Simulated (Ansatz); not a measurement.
Sensitivity of the gradients in CdSe with Sn replacing Cd to the input

This input was run with Ansatz:

```yaml
crystal:
  lattice:
    - [8.6, 0.0, 0.0]
    - [-4.3, 7.4478184726, 0.0]
    - [0.0, 0.0, 14.04]
  atoms:
    - { symbol: Sn, position: [0.1666666666, 0.3333333334, 0.0] }
    - { symbol: Cd, position: [0.1666666666, 0.3333333334, 0.5] }
    - { symbol: Cd, position: [0.1666666666, 0.8333333334, 0.0] }
    - { symbol: Cd, position: [0.1666666666, 0.8333333334, 0.5] }
    - { symbol: Cd, position: [0.6666666666, 0.3333333334, 0.0] }
    - { symbol: Cd, position: [0.6666666666, 0.3333333334, 0.5] }
    - { symbol: Cd, position: [0.6666666666, 0.8333333334, 0.0] }
    - { symbol: Cd, position: [0.6666666666, 0.8333333334, 0.5] }
    - { symbol: Cd, position: [0.3333333334, 0.1666666666, 0.25] }
    - { symbol: Cd, position: [0.3333333334, 0.1666666666, 0.75] }
    - { symbol: Cd, position: [0.3333333334, 0.6666666666, 0.25] }
    - { symbol: Cd, position: [0.3333333334, 0.6666666666, 0.75] }
    - { symbol: Cd, position: [0.8333333334, 0.1666666666, 0.25] }
    - { symbol: Cd, position: [0.8333333334, 0.1666666666, 0.75] }
    - { symbol: Cd, position: [0.8333333334, 0.6666666666, 0.25] }
    - { symbol: Cd, position: [0.8333333334, 0.6666666666, 0.75] }
    - { symbol: Se, position: [0.1666666666, 0.3333333334, 0.1925] }
    - { symbol: Se, position: [0.1666666666, 0.3333333334, 0.6925] }
    - { symbol: Se, position: [0.1666666666, 0.8333333334, 0.1925] }
    - { symbol: Se, position: [0.1666666666, 0.8333333334, 0.6925] }
    - { symbol: Se, position: [0.6666666666, 0.3333333334, 0.1925] }
    - { symbol: Se, position: [0.6666666666, 0.3333333334, 0.6925] }
    - { symbol: Se, position: [0.6666666666, 0.8333333334, 0.1925] }
    - { symbol: Se, position: [0.6666666666, 0.8333333334, 0.6925] }
    - { symbol: Se, position: [0.3333333334, 0.1666666666, 0.4425] }
    - { symbol: Se, position: [0.3333333334, 0.1666666666, 0.9425] }
    - { symbol: Se, position: [0.3333333334, 0.6666666666, 0.4425] }
    - { symbol: Se, position: [0.3333333334, 0.6666666666, 0.9425] }
    - { symbol: Se, position: [0.8333333334, 0.1666666666, 0.4425] }
    - { symbol: Se, position: [0.8333333334, 0.1666666666, 0.9425] }
    - { symbol: Se, position: [0.8333333334, 0.6666666666, 0.4425] }
    - { symbol: Se, position: [0.8333333334, 0.6666666666, 0.9425] }
kpoints:
  mp_grid: { grid: [4, 4, 3] }
scf:
  occupations: { method: fermi_dirac, width: 0.01 }
  convergence: { dr2_threshold: 1.0e-05 }
hamiltonian:
  xc: pbe
  pseudopotentials: { kind: paw }
output:
  forces: true
  stress: true
  populations: true
  efg: { quadrupole_moments_barn: { Sn: -0.132 }, contact_densities: true }
```

The quadrupole moment typed for Sn is that of the 23.9 keV Mössbauer state of ¹¹⁹Sn; the ground state has I = 1/2 and no quadrupole moment.

It converged. Of its output the block on the nuclei alone is shown, without the SCF iterations, energies, forces and stress (one atom of each set, the first 14 sets):

```
--- PAW observables at the nuclei: V_zz in 10²¹ V/m², potentials from the cell's mean, atoms counted from 1 ---
  atom   1  Sn V_zz =    +4.431525   η = 0.0000   by run symmetry: allowed   C_q = -14.1443 MHz
            electrostatic potential = -8170.231104 V   contact ρ = 1236477.432489 e/Å³
  atom   2  Cd V_zz =    +3.215549   η = 0.0000   by run symmetry: allowed
            electrostatic potential = -7704.387957 V   contact ρ = 1035911.069279 e/Å³
  atom   3  Cd V_zz =    +2.383194   η = 0.6386   by run symmetry: allowed
            electrostatic potential = -7704.252161 V   contact ρ = 1035912.163842 e/Å³
  atom   4  Cd V_zz =    +3.096617   η = 0.0051   by run symmetry: allowed
            electrostatic potential = -7704.400158 V   contact ρ = 1035911.422528 e/Å³
  atom   9  Cd V_zz =    +2.472677   η = 0.2352   by run symmetry: allowed
            electrostatic potential = -7704.301492 V   contact ρ = 1035911.248275 e/Å³
  atom  10  Cd V_zz =    +3.823943   η = 0.0347   by run symmetry: allowed
            electrostatic potential = -7704.333789 V   contact ρ = 1035911.393835 e/Å³
  atom  15  Cd V_zz =    +2.614642   η = 0.0000   by run symmetry: allowed
            electrostatic potential = -7704.337561 V   contact ρ = 1035911.135275 e/Å³
  atom  16  Cd V_zz =    +3.262651   η = 0.0000   by run symmetry: allowed
            electrostatic potential = -7704.368294 V   contact ρ = 1035911.488827 e/Å³
  atom  17  Se V_zz =    +0.401412   η = 0.0000   by run symmetry: allowed
            electrostatic potential = -4709.905740 V   contact ρ = 262881.835371 e/Å³
  atom  18  Se V_zz =    -1.740413   η = 0.0000   by run symmetry: allowed
            electrostatic potential = -4709.994186 V   contact ρ = 262876.795875 e/Å³
  atom  19  Se V_zz =    -1.442625   η = 0.3017   by run symmetry: allowed
            electrostatic potential = -4709.960836 V   contact ρ = 262876.892783 e/Å³
  atom  20  Se V_zz =    -1.752666   η = 0.2732   by run symmetry: allowed
            electrostatic potential = -4710.026960 V   contact ρ = 262877.038315 e/Å³
  atom  25  Se V_zz =    -1.084517   η = 0.0203   by run symmetry: allowed
            electrostatic potential = -4710.044288 V   contact ρ = 262877.143608 e/Å³
  atom  26  Se V_zz =    -2.602518   η = 0.7776   by run symmetry: allowed
            electrostatic potential = -4709.933801 V   contact ρ = 262883.493271 e/Å³
```

(1) Can these gradients be trusted, and how do they compare with a run on standard settings?

Answers

(1) Not as converged values. Against the standard input the change is `kpoints.mp_grid.grid`: [3, 3, 2] → [4, 4, 3]; `scf.convergence.dr2_threshold`: not typed → 1e-05. A site carries the number of its first atom; V_zz in 10²¹ V/m².

| site | atom | V_zz standard | η standard | V_zz here | η here |
| --- | --- | --- | --- | --- | --- |
| Sn | 1 | 4.39 | 0.00 | 4.43 | 0.00 |
| Cd3 | 3 | 2.38 | 0.68 | 2.38 | 0.64 |
| Cd10 | 10 | 3.87 | 0.04 | 3.82 | 0.03 |
| Cd15 | 15 | 2.66 | 0.00 | 2.61 | 0.00 |
| Se17 | 17 | 0.55 | 0.00 | 0.40 | 0.00 |
| Se18 | 18 | -1.57 | 0.00 | -1.74 | 0.00 |
| Se19 | 19 | -1.26 | 0.37 | -1.44 | 0.30 |
| Se20 | 20 | -1.61 | 0.31 | -1.75 | 0.27 |
| Se25 | 25 | -0.91 | 0.02 | -1.08 | 0.02 |
| Se26 | 26 | -2.59 | 0.88 | -2.60 | 0.78 |
| Se31 | 31 | -1.09 | 0.00 | -1.26 | 0.00 |
| Se32 | 32 | -2.01 | 0.00 | -2.21 | 0.00 |

The largest change of V_zz is on Se32, from -2.01 to -2.21. In per cent, |V_zz| changes by +1 on Sn, -2 to 0 on Cd, 0 to +10 on Se (all sites that start above 2). The table leaves out 4 of the 16 sites, with |V_zz| up to 3.30; their tensors move by 0.05 at most along any direction. The statements above cover all sites. SCF iterations: 13 and 13. New warnings: force scf threshold loose, stress scf threshold loose. In the changed run the SCF threshold is loose, so its values aren't converged ones.

On the reference run: The run isn't spin-polarised, and a state with spin may lie lower. The defect repeats with the cell of 32 atoms, so it feels its images: sites between two images don't show the values beside a lone defect, and zeros or small values of η there can come from the images' arrangement. Cd and Se carry a gradient in the pure host already, so the values there aren't the defect's effect alone. The defect cell has no gap above 0.1 eV on its mesh, so the values can hang on the smearing and the k-mesh. Without spin–orbit coupling (the program notes it for Cd and Sn) the gradients can shift somewhat, as the gap is small. The neighbours have not yet relaxed around the defect (largest force 1.3 eV/Å), so a real crystal will differ.
